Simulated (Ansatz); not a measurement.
## Exact exchange in SrO: computed gaps and pressures at one geometry

Space group Fm-3m (No. 225). a = 5.140 Å, b = 5.140 Å, c = 5.140 Å, α = 90.00°, β = 90.00°, γ = 90.00°
```tsv
atom	site	symmetry	x	y	z
Sr	4b	m-3m	0.5000	0.0000	0.0000
O	4a	m-3m	0.0000	0.0000	0.0000
```

All runs: Ansatz, plane waves and PAW, scalar-relativistic (no spin–orbit coupling), 4×4×4 k-mesh, Gaussian smearing of 0.05 eV, no spin polarisation. Semilocal reference PBE: gap 3.31 eV, pressure 2.9 GPa. The hybrids carry no U.

Problem. What gap and pressure does PBE0-type hybrid with an exact-exchange fraction of 0.5 give at this geometry?

Solution. Gap 7.85 eV, pressure -1.4 GPa.

Problem. And the other functionals?

Solution. 
```
                                                       functional      gap  pressure (GPa)  cutoff (eV)  core-seconds
        HSE06-type hybrid with an exact-exchange fraction of 0.15  4.19 eV             1.6          420             8
        HSE06-type hybrid with an exact-exchange fraction of 0.35  5.41 eV            -0.1          420           8.3
   PBE0-type hybrid with an exact-exchange fraction taken as 1/ε∞  5.65 eV             0.6          420            17
r2SCAN0-type hybrid with an exact-exchange fraction taken as 1/ε∞  6.14 eV            -0.3          500            38
          PBE0-type hybrid with an exact-exchange fraction of 0.5  7.85 eV            -1.4          420           9.3
                                                        CAM-B3LYP  8.00 eV             1.5          420            10
```

In the PBE0 form the gap grows almost linearly with the exact-exchange fraction, by 0.91 eV for each tenth. The dielectric-dependent PBE0 form takes the fraction 0.263 = 1/ε∞, that is ε∞ = 3.8. On shared hosts the hybrid runs at the reference's cutoff took roughly 6 to 14 times the core time of the semilocal one on the same mesh, with some more bands.

Caveats: core times come from shared hosts and scatter; functionals with much or all of the long-range exchange (Hartree–Fock, LC-wPBE, CAM-B3LYP) overshoot the gaps of most solids, bar the widest; gaps are read on a coarse mesh; stress loosely converged.
